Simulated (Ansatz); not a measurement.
input.yaml (Ansatz)

```yaml
crystal:
  lattice:
    - [0.0, 2.6215569671, 2.6215569671]
    - [2.6215569671, 0.0, 2.6215569671]
    - [2.6215569671, 2.6215569671, 0.0]
  atoms:
    - { symbol: Pd, position: [1.0, 0.0, 0.0], spin: 0.5 }
    - { symbol: Pd, position: [0.5, 0.5, 0.5], spin: -0.5 }
hamiltonian:
  xc: mr2scan
  pseudopotentials:
    kind: paw
    azcp:
      Pd: "pseudopotentials/Pd.paw.azcp"
basis:
  ecutwfc: 500
  fft_grid_basis: typed
kpoints:
  mp_grid: { grid: [12, 12, 12], shift: [0, 0, 0] }
magnetization:
  spin_polarized: true
scf:
  occupations: { method: fermi_dirac, width: 0.05 }
  lower_state_search: "off"
output:
  stress: true
```

Output

```
Engine: ansatz 0.2.0, x86_64-unknown-linux-gnu
Pseudopotentials: kind: paw
Pseudopotential: Pd, paw, valence charge 18, recommended cutoff 500 eV (meta_gga) 
Functional definition: m-r2SCAN
  exchange = m_r2scan_x
  correlation = m_r2scan_c
Crystal: 2 atoms, lattice volume = 36.034 Å³
Basis set: ecut = 500 eV, 941 PW (Γ), exchange–correlation on 120×120×120 points (64 copies of the dense FFT grid, shifted against one another)
Bands: 23, of which v1, the nominal top of the filled ones, is band 18 counted from 1 (17 counted from 0)
Symmetry: 48 space group operations
Space group: Fm-3m (ITA 225), of the structure as read, at distance tolerance 3.3e-5 Å
Magnetic group: BNS 225.121 (UNI 1623), of the structure as read, at distance tolerance 3.3e-5 Å
k-points: 72 of 1728
Non-local potential: Pd, projectors of the file, l = 0: 2, l = 1: 2, l = 2: 2, l = 3: 1
PAW form: soft (Blöchl's): semilocal exchange-correlation on the pseudo side does not see the compensation charge
PAW frozen core: Pd, regenerated for the run's functional (the file was generated under x = pbe(κ = 0.804, μ = 0.2195149727645171), c = pbe(β = 0.06672455060314922))
PAW one-centre angular grid: Pd, 590 points (default); XC on 160 Gauss nodes
Initial density: superposition of atomic densities (chi_scale 0.1, normalization cell)
Starting moments: Σ|m| = 1 μB on 2 of 2 sites
Starting magnetic order: antiferromagnet; a translation exchanges its spin sublattices: spin-degenerate at every k-point
Initial wavefunctions: pseudopotential atomic-orbital guess
Functional: x = mr2scan, c = mr2scan; τ floored in thin density (d = 2e-4 eV/Å³)
SCF iter   1: F=-13967.730689 eV  HF=-13971.676747 eV  |F-HF|=3.95e0  |Δ(HF+E_count)|=         —  Δρ=6.45e-2 (↑6.45e-2 ↓6.45e-2)  dr2=5.39e0  dr2_τ=3.72e-2  dr2_m=2.10e-1  M=0.000 μB ∫|m|=0.240 μB  β_m=0.30  ethr=3.10e-3  ⟨swp⟩=4.8  Hψ=6819  notcnv=0
spin=Collinear: Kerker preconditioning applied to the charge; magnetization (m = ρ↑ − ρ↓) channel mixes plain (no charge-response kernel on spin).
SCF iter   2: F=-13969.734034 eV  HF=-13970.751151 eV  |F-HF|=1.02e0  |Δ(HF+E_count)|=   9.26e-1  Δρ=3.87e-2 (↑3.87e-2 ↓3.87e-2)  dr2=1.68e0  dr2_τ=1.97e-2  dr2_m=1.27e-1  M=0.000 μB ∫|m|=0.177 μB  β_m=0.30  ethr=3.10e-3  ⟨swp⟩=2.7  Hψ=3704  notcnv=0  defer=12  κ⁻¹=1.0e0(r=1)
SCF iter   3: F=-13970.485107 eV  HF=-13970.441298 eV  |F-HF|=4.38e-2  |Δ(HF+E_count)|=   3.10e-1  Δρ=1.95e-2 (↑1.95e-2 ↓1.95e-2)  dr2=1.05e-1  dr2_τ=9.19e-3  dr2_m=7.74e-2  M=0.000 μB ∫|m|=0.126 μB  β_m=0.30  ethr=3.10e-3  ⟨swp⟩=2.2  Hψ=3039  notcnv=0  defer=12  κ⁻¹=1.8e-3(r=2)
SCF iter   4: F=-13970.493019 eV  HF=-13970.480903 eV  |F-HF|=1.21e-2  |Δ(HF+E_count)|=   3.96e-2  Δρ=1.23e-2 (↑1.23e-2 ↓1.23e-2)  dr2=1.13e-2  dr2_τ=1.13e-3  dr2_m=4.52e-2  M=0.000 μB ∫|m|=0.095 μB  β_m=0.30  ethr=2.91e-4  ⟨swp⟩=2.9  Hψ=3923  notcnv=0  defer=12  κ⁻¹=4.5e-5(r=3)
SCF iter   5: F=-13970.492041 eV  HF=-13970.490916 eV  |F-HF|=1.13e-3  |Δ(HF+E_count)|=   1.00e-2  Δρ=9.29e-3 (↑9.29e-3 ↓9.29e-3)  dr2=9.88e-3  dr2_τ=5.50e-4  dr2_m=2.61e-2  M=0.000 μB ∫|m|=0.074 μB  β_m=0.30  ethr=3.14e-5  ⟨swp⟩=2.4  Hψ=3334  notcnv=0  defer=12  κ⁻¹=7.1e-6(r=4)
SCF iter   6: F=-13970.498449 eV  HF=-13970.493712 eV  |F-HF|=4.74e-3  |Δ(HF+E_count)|=   2.80e-3  Δρ=6.81e-3 (↑6.81e-3 ↓6.81e-3)  dr2=6.00e-5  dr2_τ=2.73e-4  dr2_m=1.53e-2  M=0.000 μB ∫|m|=0.057 μB  β_m=0.30  ethr=2.74e-5  ⟨swp⟩=2.2  Hψ=3105  notcnv=0  defer=12  κ⁻¹=9.9e-7(r=5)
...
iter 15 did not close the SCF: its close was put off for a magnetic moment that had not settled (scf_convergence_deferred on its scf_iter line)
SCF iter  15: F=-13970.499669 eV  HF=-13970.499669 eV  |F-HF|=4.09e-10  |Δ(HF+E_count)|=  4.58e-10  Δρ=7.66e-7 (↑7.66e-7 ↓7.66e-7)  dr2=1.80e-10  dr2_τ=1.07e-11  dr2_m=1.13e-10  M=0.000 μB ∫|m|=0.000 μB  β_m=0.30  ethr=1.85e-12  ⟨swp⟩=1.0  Hψ=3656  notcnv=0  κ⁻¹=4.5e-9(r=8)
SCF iter  16: F=-13970.499669 eV  HF=-13970.499669 eV  |F-HF|=7.28e-11  |Δ(HF+E_count)|=  4.93e-10  Δρ=1.23e-7 (↑1.23e-7 ↓1.23e-7)  dr2=1.20e-11  dr2_τ=4.56e-13  dr2_m=7.89e-13  M=0.000 μB ∫|m|=0.000 μB  ethr=1.00e-12  ⟨swp⟩=1.0  Hψ=4868  notcnv=0
WARN: the starting moments were not kept: the SCF closed with an absolute magnetisation of 1.3e-6 μB, where they sum to 1 μB in size (2 sites). That is at most 0.1 of that sum. Measured as dr2_m measures the in/out step, that magnetisation stands 8.5e-13 eV from none, at or under the dr2_threshold of 1.0e-7 eV: it is no larger than a step whose dr2_m would equal this threshold. The system may hold no moment; this SCF shows only that its start led to no more than that. To try another start: raise the starting moments (crystal.atoms[].spin, magnetization.per_species, magnetization.initial_magnetization, or on a non-collinear deck that types none of these the spinor_matrix: blocks that start its atoms; where the total moment is fixed, keep their sum and leave initial_magnetization as it is; typed ones take the place of any that the run laid by itself, positive ones on a crystal's lanthanoids without a Hubbard term where scf.initial_density.shell_occupations: [] is typed) or, if the notice of its spin-set hold's release reads "site moments contracting" or "site moments show no strong build", lengthen the hold (scf.mixing.spin_hold: { on: { confirm: 4 } }; for m-r²SCAN on two components see the key's manual first). Each may lead to a state that holds a moment. A second SCF, from the converged charge density, with the starting moments and any scf.initial_density.shell_occupations laid on it anew, would have followed, and was not run: the deck does not ask for one (magnetization.retry_lost_moments is false, the default). To let it run, set magnetization.retry_lost_moments: true and run the deck again, where that key's refused combinations let it; where memory then withholds it, that run's warning says so.
SCF 1 converged in 16 iterations: F = -13970.499669 eV  dr2 = 1.20e-11
this state was not tested for a lower state beside it, because the mixer in use, unlike msr1, does not test its closes by its own steps (another_mixer; see scf.mixing.algorithm and scf.lower_state_search)
SCF converged after 16 iterations
Magnetization: 0.0000 μB (18.0000 up, 18.0000 down)
Absolute magnetization: 0.0000 μB (∫|ρ↑−ρ↓|, with the PAW one-centre terms)
Spin contamination: 0.0000 ħ² per cell (⟨S²⟩ above its minimum at these occupations)
Per-site moments (μB) at R_I (Å): [(6.63226641486983e-7, 1.0813922489287502), (-6.63226641486983e-7, 1.0813922489287502)]
Free energy (F): -13970.499669 eV
Harris-Foulkes:  -13970.499669 eV  (|F-HF|=7.28e-11)
Internal energy: -13970.477892 eV  (E = F + TS)
E sigma→0 (E₀):  -13970.488780 eV
Entropy (-TS):   -0.021777 eV (-10.888 meV/atom)
Fermi energy:    15.084023 eV
--- Per-component energies (eV) ---
  E_band       = -459.505266
  E_kinetic    = 1031.449801
  E_local      = -4246.324348  (includes V_loc(G=0)·N_el)
  E_nonlocal   = 436.914465
  E_hartree    = 1722.452805
  E_xc         = -318.834543
  E_vxc        = -462.301084  (∫ρ·V_xc dr)
  E_paw        = -7545.801790  (= ΣΔE_a)
  E_vpaw       = -698.255938  (= ΣTr[D̂ρ^β])
  E_aug_tail   = 0.000204  (compensation charges beyond the density's cutoff)
  E_vtau       = 34.105807  (kinetic-family band-sum trace: ∫τ·v_τ [+ j·A + Jᵃ·Aᵃ] dr)
  E_ewald      = -5049.430312
  E_core_change = -0.904173  (= ΣΔE_core)
  E_smearing   = -0.021777  (= −TS)
  E_closure    = -0.000000  (closes the sum)
  Σ components = -13970.499669   (vs F -13970.499669, Δ=0.00e0)
--- Stress (GPa, compression-positive) ---
       -4.709292       0.000000      -0.000000
        0.000000      -4.709292       0.000000
        0.000000      -0.000000      -4.709292
  P = ⅓ Tr σ = -4.7093 GPa (-47.093 kbar)
```
